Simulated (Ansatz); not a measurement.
Input and output for Cl (Cl2 molecule in a box): DFT, r2SCAN, all-electron PAW with datasets made for the crystal, scalar-relativistic (Ansatz 0.2.0).

The cell comes from a relaxation on PAW files under the same functional, begun from a database entry that needn't be the ground state.

Command: `ansatz run input.yaml --threads 4 --pin off --max-ram 10240MiB --backend cpu --events-out ev --progress --plain --runs-dir out` It took 3.6 s on 4 threads of Arm Neoverse V2 (shared host), peak memory 1.8 GiB.

```yaml
crystal:
  lattice:
    - [9.0, 0.0, 0.0]
    - [0.0, 9.2, 0.0]
    - [0.0, 0.0, 11.0]
  atoms:
    - { symbol: Cl, position: [0.5, 0.5, 0.4095276525] }
    - { symbol: Cl, position: [0.5, 0.5, 0.5904723475] }
kpoints:
  mp_grid: { grid: [1, 1, 1] }
scf:
  occupations: { method: fermi_dirac, width: 0.01 }
hamiltonian:
  xc: r2scan
  pseudopotentials: { kind: all_electron, datasets: crystal }
output:
  forces: true
  stress: true
  eigenvalues: true
```

Output:

```
hamiltonian.pseudopotentials.datasets: crystal makes datasets for this crystal and solves the spheres of its atoms anew in each pass: cutoff 360.0 eV, the density's 2520.0 eV; for an error of 0.50 meV an atom under PBE, 1.0 meV for the cell; an energy difference from a run of another recipe may be off by several times the error for the cell, under r2SCAN by more, where some 0.1 meV an atom stays at smaller errors; Cl in spheres of 0.995 Å, 7 of its electrons in bands
Engine: ansatz 0.2.0
Pseudopotentials: kind: all_electron
Pseudopotential: Cl, paw, valence charge 7, recommended cutoff 360 eV (normal), crystal/all_electron/r2scan/scalar/gaussian/Cl, Koelling and Harmon's equation, gaussian nucleus
Functional definition: r2SCAN
  parameter k0 = 0.174
  parameter k1 = 0.065
  parameter a1 = 4.9479
  exchange = r2scan_x(k0 = k0, k1 = k1, a1 = a1)
  correlation = r2scan_c
Crystal: 2 atoms, lattice volume = 910.800 Å³
Basis set: ecut = 360 eV, 14065 PW (Γ), exchange–correlation on 225×240×288 points (27 copies of the dense FFT grid, shifted against one another)
Bands: 11, of which v1, the nominal top of the filled ones, is band 7 counted from 1 (6 counted from 0)
Symmetry: 8 space group operations
Space group: Pmmm (ITA 47), of the structure as read, at distance tolerance 9.7e-5 Å
k-points: 1
Non-local potential: Cl, projectors of the file, l = 0: 1, l = 1: 1, l = 2: 2
PAW form: soft (Blöchl's): semilocal exchange-correlation on the pseudo side does not see the compensation charge
PAW one-centre angular grid: Cl, 302 points (default); XC on its mesh's 1873 points in the sphere
Initial density: superposition of atomic densities (neutral atoms: chi_scale 0, normalization atom)
Initial wavefunctions: pseudopotential atomic-orbital guess
Functional: x = r2scan, c = r2scan; τ floored in thin density (d = 2e-4 eV/Å³)
iter 1 solved again at ethr=5.45e-3 eV; its pass at ethr=1.00e-1 eV (dr2=7.64e-1 eV) is discarded
SCF iter   1: F=—  HF=-25124.839734 eV  |F-HF|=—  |Δ(HF+E_count)|=         —  Δρ=1.24e-2  dr2=7.87e-1  dr2_τ=3.69e-2  ethr=5.45e-3  ⟨swp⟩=9.0  Hψ=83  notcnv=0
preconditioner: auto → Resta (q_TF=auto, 1.360 Å⁻¹)  ε∞=1.2  [insulator: Δε(μ)=3.812 eV  Ē_g=9.267 eV  σ=0.010 eV  W_gap=1.00  n_scr=36 (ndim 8)  ℏωp=3.9 eV  f_vac=0.866  D(μ)=0.00/eV (n_scr^D=0)  ε∞_Penn≈1.2  vacuum switching on, ρ_ref=6.2e-3 e/Å³]
SCF iter   2: F=—  HF=-25124.643476 eV  |F-HF|=—  |Δ(HF+E_count)|=   1.96e-1  Δρ=5.49e-3  dr2=1.48e-1  dr2_τ=4.97e-4  ethr=5.45e-3  ⟨swp⟩=4.0  Hψ=26  notcnv=0  defer=1
iter 3 solved again at ethr=2.53e-5 eV; its pass at ethr=1.06e-3 eV (dr2=3.54e-3 eV) is discarded
SCF iter   3: F=—  HF=-25124.644516 eV  |F-HF|=—  |Δ(HF+E_count)|=   1.04e-3  Δρ=6.62e-4  dr2=3.93e-3  dr2_τ=3.82e-4  ethr=2.53e-5  ⟨swp⟩=4.0  Hψ=73  notcnv=0  defer=2
SCF iter   4: F=—  HF=-25124.645254 eV  |F-HF|=—  |Δ(HF+E_count)|=   7.38e-4  Δρ=2.39e-4  dr2=9.02e-4  dr2_τ=6.74e-5  ethr=2.53e-5  ⟨swp⟩=4.0  Hψ=34  notcnv=0  defer=3
SCF iter   5: F=—  HF=-25124.645178 eV  |F-HF|=—  |Δ(HF+E_count)|=   7.56e-5  Δρ=4.37e-5  dr2=8.98e-6  dr2_τ=2.34e-6  ethr=6.44e-6  ⟨swp⟩=4.0  Hψ=44  notcnv=0  defer=2
SCF iter   6: F=—  HF=-25124.645234 eV  |F-HF|=—  |Δ(HF+E_count)|=   5.62e-5  Δρ=2.51e-5  dr2=4.30e-6  dr2_τ=2.26e-7  ethr=6.42e-8  ⟨swp⟩=4.0  Hψ=30  notcnv=0  defer=1
SCF iter   7: F=—  HF=-25124.645244 eV  |F-HF|=—  |Δ(HF+E_count)|=   9.39e-6  Δρ=4.03e-6  dr2=1.87e-7  dr2_τ=4.16e-8  ethr=3.07e-8  ⟨swp⟩=5.0  Hψ=32  notcnv=0  defer=1
SCF iter   8: F=-25124.645244 eV  HF=-25124.645244 eV  |F-HF|=5.50e-8  |Δ(HF+E_count)|=   4.89e-7  Δρ=7.40e-7  dr2=6.58e-9  dr2_τ=6.25e-10  ethr=1.33e-9  ⟨swp⟩=4.0  Hψ=29  notcnv=0  defer=1
SCF 1 converged in 8 iterations: F = -25124.645243 eV  dr2 = 6.58e-9
  Residual-converged pass: ⟨swp⟩=4.0  Hψ=26  notcnv=0  max |occ|·‖R‖ = 5.2e-6 eV (tolerance 5.3e-6 eV)  dr2=7.25e-9  dr2_τ=6.57e-10  dr2_onsite=1.29e-8  max |Δocc| = 0.0e0
  greatest PAW one-centre occupation: 0.739 electrons in one spin orbital (limit 2), on the Cl atom at site 1 (counted from 0), in its partial waves of l = 0
SCF converged after 8 iterations
Free energy (F): -25124.645243 eV
Harris-Foulkes:  -25124.645243 eV  (|F-HF|=5.50e-8)
Internal energy: -25124.645243 eV  (E = F + TS)
E sigma→0 (E₀):  -25124.645243 eV
Past the cutoff: the bands carry plane waves up to 2.50 times it, of which those up to 1.5 times it add -0.000411 eV an atom, each by itself; the spheres take 0.000072 eV an atom off the energy for waves past 2.50 times it
Past the cutoffs: a stress includes 0.0000 GPa for waves and charges beyond them, in addition to the slope of what the spheres take
In the spheres:  the bands' charges fall short by 4.6e-7 e at most (sound up to 1e-3)
Fermi energy:    -5.354345 eV
--- Per-component energies (eV) ---
  E_band       = -179.072726
  E_kinetic    = 318.926600
  E_local      = -1522.981101  (includes V_loc(G=0)·N_el)
  E_nonlocal   = -13.474056
  E_hartree    = 640.824769
  E_xc         = -185.017893
  E_vxc        = -265.045076  (∫ρ·V_xc dr)
  E_paw        = -25030.113895  (= ΣΔE_a)
  E_vpaw       = -712.470402  (= ΣTr[D̂ρ^β])
  E_vtau       = 16.996980  (kinetic-family band-sum trace: ∫τ·v_τ [+ j·A + Jᵃ·Aᵃ] dr)
  E_ewald      = -50.133735
  E_smearing   = -0.000000  (= −TS)
  E_closure    = 717.324067  (closes the sum)
  Σ components = -25124.645243   (vs F -25124.645243, Δ=0.00e0)
  The terms above E_closure are by the made datasets' own strengths, without shells solved beside the bands.
--- Forces (eV/Å), atoms counted from 1 ---
  atom   1  Cl    -0.00000000     0.00000000    -0.00626638
  atom   2  Cl     0.00000000     0.00000000     0.00626638
  max |Σ_I F_I| component: 6.20e-24 eV/Å
--- Stress (GPa, compression-positive) ---
        0.000776       0.000000       0.000000
        0.000000       0.000610       0.000000
        0.000000       0.000000       0.002491
  P = ⅓ Tr σ = 0.0013 GPa (0.013 kbar)
--- Band table (eV) ---
  k-point 0: bands = ["-24.0854", "-19.5934", "-11.9087", "-9.8837", "-9.8837", "-7.0908", "-7.0908", "-3.6248", "0.2536"]
```
